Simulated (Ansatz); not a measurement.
**A plane-wave run on BaTiO3**

Input file of Ansatz 0.2.0:

```yaml
crystal:
  lattice:
    - [4.01329465, 4.01329465, 0.0]
    - [0.0, 4.01329465, 4.03045192]
    - [4.01329465, 0.0, 4.03045192]
  atoms:
    - { symbol: Ba, position: [0.0, 0.0, 0.0] }
    - { symbol: Ba, position: [0.5, 0.5, 0.5] }
    - { symbol: Ti, position: [0.259, 0.241, 0.241] }
    - { symbol: Ti, position: [0.759, 0.741, 0.741] }
    - { symbol: O, position: [0.492, 0.008, 0.008] }
    - { symbol: O, position: [0.992, 0.508, 0.508] }
    - { symbol: O, position: [0.4925, 0.5075, 0.0075] }
    - { symbol: O, position: [0.9925, 0.0075, 0.5075] }
    - { symbol: O, position: [0.4925, 0.0075, 0.5075] }
    - { symbol: O, position: [0.9925, 0.5075, 0.0075] }
kpoints:
  mp_grid: { grid: [5, 5, 5], shift: [0, 0, 0] }
  band_path:
    path:
      - [0.0, 0.0, 0.0]
      - [0.5, 0.5, 0.0]
      - [1.0, 0.5, 0.5]
      - [0.0, 0.0, 0.0]
      - [0.0, 0.5, 0.5]
      - [0.5, 1.0, 0.5]
      - [1.0, 1.0, 1.0]
      - [0.0, 0.5, 0.5]
      - [0.5, 0.5, 0.0]
      - [0.5, 1.0, 0.5]
      - [1.0, 0.5, 0.5]
    npoints: 6
magnetization:
  spin_polarized: true
scf:
  occupations: { method: fermi_dirac }
  lower_state_search: "off"
  max_iter: 200
hamiltonian:
  pseudopotentials: { kind: paw }
  xc: pbe
  hubbard:
    projectors: all-electron-ortho-atomic
    sites: [{ species: Ti, l: d, u: 2.46, j: 0.85 }]
total_charge: 1
basis:
  ecutwfc: 420
  fft_grid_basis: typed
output:
  forces: true
  stress: true
  eigenvalues: true
  bader: true
  populations: true
  elf: true
  write_potential: true
  volumetric_format: npy
  dos:
    e_range: [-12, 8]
    de: 0.05
    projected: { site_lists: { Ba: [Ba], O: [O], Ti: [Ti] } }
checkpoint:
  read: saved_state
```

The run starts from an earlier solution of this cell. The state carries no moments; the state need not be the lowest.

Excerpt of what it printed:

```
Ba: projections on atomic orbitals take those of the free atom [Kr 4d10] 5s2 5p6 6s2, of charge +0.00 (hamiltonian.pseudopotentials.projection_atoms); the dataset's partial waves leave at most 9.7e-6 of an orbital's norm unspanned inside its sphere
Ti: projections on atomic orbitals take those of the free atom [Ne] 3s2 3p6 3d2 4s2, of charge +0.00 (hamiltonian.pseudopotentials.projection_atoms); the dataset's partial waves leave at most 4.1e-7 of an orbital's norm unspanned inside its sphere
O: projections on atomic orbitals take those of the free atom [He] 2s2 2p4, of charge +0.00 (hamiltonian.pseudopotentials.projection_atoms); the dataset's partial waves leave at most 1.9e-8 of an orbital's norm unspanned inside its sphere
band count auto-derived: 52 (N_el = 79.0; filled up to band 40; 50 by the electrons, moments and atoms)
Pseudopotentials: kind: paw
Pseudopotential: Ba, paw, valence charge 10, recommended cutoff 420 eV (normal), Ba.paw.azcp
Pseudopotential: Ti, paw, valence charge 12, recommended cutoff 420 eV (normal), Ti.paw.azcp
Pseudopotential: O, paw, valence charge 6, recommended cutoff 420 eV (normal), O.paw.azcp
Functional definition: PBE
  exchange = pbe_x(kappa = kappa, mu = beta*pi^2/3)
  correlation = pbe_c(beta = beta)
Crystal: 10 atoms, lattice volume = 129.833 Å³
Basis set: ecut = 420 eV, 2629 PW (Γ), exchange–correlation on 80×80×80 points (8 copies of the dense FFT grid, shifted against one another)
Bands: 52, of which v1, the nominal top of the filled ones, is band 40 counted from 1 (39 counted from 0)
Symmetry: 16 space group operations
Space group: P4mm (ITA 99), of the structure as read, at distance tolerance 5.1e-5 Å
k-points: 18 of 125 (time reversal used)
Initial density: read from a saved state, or passed on in memory by an earlier SCF of this step, an earlier step, the calling program or the single point that the run made first
Functional: x = pbe(κ = 0.804, μ = 0.2195), c = pbe(β = 0.0667)
SCF iter   1: F=—  Δρ=1.77e-3  dr2=2.15e-3  dr2_m=0.00e0  M=0.000 μB ∫|m|=0.000 μB
SCF iter   2: F=—  Δρ=1.23e-3  dr2=5.88e-4  dr2_m=0.00e0  M=0.000 μB ∫|m|=0.000 μB
SCF iter   3: F=—  Δρ=5.82e-4  dr2=2.04e-4  dr2_m=0.00e0  M=0.000 μB ∫|m|=0.000 μB
SCF iter   4: F=—  Δρ=3.50e-5  dr2=4.48e-6  dr2_m=0.00e0  M=0.000 μB ∫|m|=0.000 μB
SCF iter   5: F=—  Δρ=2.10e-5  dr2=1.42e-6  dr2_m=0.00e0  M=0.000 μB ∫|m|=0.000 μB
SCF iter   6: F=—  Δρ=9.29e-6  dr2=2.83e-7  dr2_m=0.00e0  M=0.000 μB ∫|m|=0.000 μB
SCF iter   7: F=-20326.3248 eV  Δρ=2.20e-6  dr2=1.99e-8  dr2_m=0.00e0  M=0.000 μB ∫|m|=0.000 μB
Magnetization: 0.0000 μB (39.5000 up, 39.5000 down)
Absolute magnetization: 0.0000 μB (∫|ρ↑−ρ↓|)
Spin contamination: 0.0000 ħ² per cell (⟨S²⟩ above its minimum at these occupations)
Per-site moments (μB) at R_I (Å): [(0.0, 1.1556), (0.0, 1.1556), (0.0, 0.7748), (0.0, 0.7748), (0.0, 0.7748), (0.0, 0.7748), (0.0, 0.8296), (0.0, 0.8296), (0.0, 0.8296), (0.0, 0.8296)]
Free energy (F): -20326.3248 eV
Harris-Foulkes:  -20326.3248 eV  (|F-HF|=1.29e-8)
Internal energy: -20326.1419 eV  (E = F + TS)
E sigma→0 (E₀):  -20326.2333 eV
Entropy (-TS):   -0.1828 eV (-18.284 meV/atom)
Fermi energy:    9.7176 eV
--- Per-component energies (eV) ---
  E_band       = -314.8978
  E_kinetic    = 1918.8704
  E_local      = -4213.2305  (includes V_loc(G=0)·N_el)
  E_nonlocal   = 403.4030
  E_hartree    = 1632.2904
  E_xc         = -971.7653
  E_vxc        = -1077.5693  (∫ρ·V_xc dr)
  E_hubbard    = 2.7464  (on-site DFT+U / exact-exchange correction)
  E_vhub       = 1.9149  (the Hubbard potential's part of the band-sum identity)
  E_paw        = -13485.1837  (= ΣΔE_a)
  E_vpaw       = -612.8858  (= ΣTr[D̂ρ^β])
  E_aug_tail   = 0.0145  (compensation charges beyond the density's cutoff)
  E_ewald      = -5613.2871
  E_smearing   = -0.1828  (= −TS)
  E_deformation_potential = 21.4116  (in the stress; not in F)
--- Forces (eV/Å), atoms counted from 1 ---
  atom   1  Ba     0.0000     0.0000    -0.0631
  atom   2  Ba     0.0000     0.0000    -0.0631
  atom   3  Ti     0.0000     0.0000     0.2224
  atom   4  Ti     0.0000     0.0000     0.2224
  atom   5  O      0.0000     0.0000     0.2269
  atom   6  O      0.0000     0.0000     0.2269
  atom   7  O      0.0000     0.0000    -0.1931
  atom   8  O      0.0000     0.0000    -0.1931
  atom   9  O      0.0000     0.0000    -0.1931
  atom  10  O      0.0000     0.0000    -0.1931
--- Stress (GPa, compression-positive) ---
       10.2829       0.0000       0.0000
        0.0000      10.2829       0.0000
        0.0000       0.0000      11.9099
  P = ⅓ Tr σ = 10.8253 GPa (108.253 kbar)
--- Löwdin populations: 10 sites ---
  site symbol       q [e]    m [muB]
     0     Ba      8.2083     0.0000
     1     Ba      8.2083     0.0000
     2     Ti     10.6373     0.0000
     3     Ti     10.6373     0.0000
     4      O      6.7731     0.0000
     5      O      6.7731     0.0000
     6      O      6.7899     0.0000
     7      O      6.7899     0.0000
     8      O      6.7899     0.0000
     9      O      6.7899     0.0000
  spilling = 0.0076 (of n_electrons = 79.0000)
--- Bader charges: 10 sites ---
  site symbol  charge [e]  shift [e]    m [muB]
     0     Ba      1.5925     0.0000     0.0000
     1     Ba      1.5925     0.0000     0.0000
     2     Ti      2.3162     0.0029     0.0000
     3     Ti      2.3162     0.0029     0.0000
     4      O     -1.1323     0.0014     0.0000
     5      O     -1.1323     0.0014     0.0000
     6      O     -1.1382     0.0008     0.0000
     7      O     -1.1382     0.0008     0.0000
     8      O     -1.1382     0.0008     0.0000
     9      O     -1.1382     0.0008     0.0000
```

Origin: a database entry at a rescaled volume. Caveats: the input typed no starting moments; an odd electron count with no moments left, so an order that this cell can't hold may lie lower; charged cell with a uniform background.
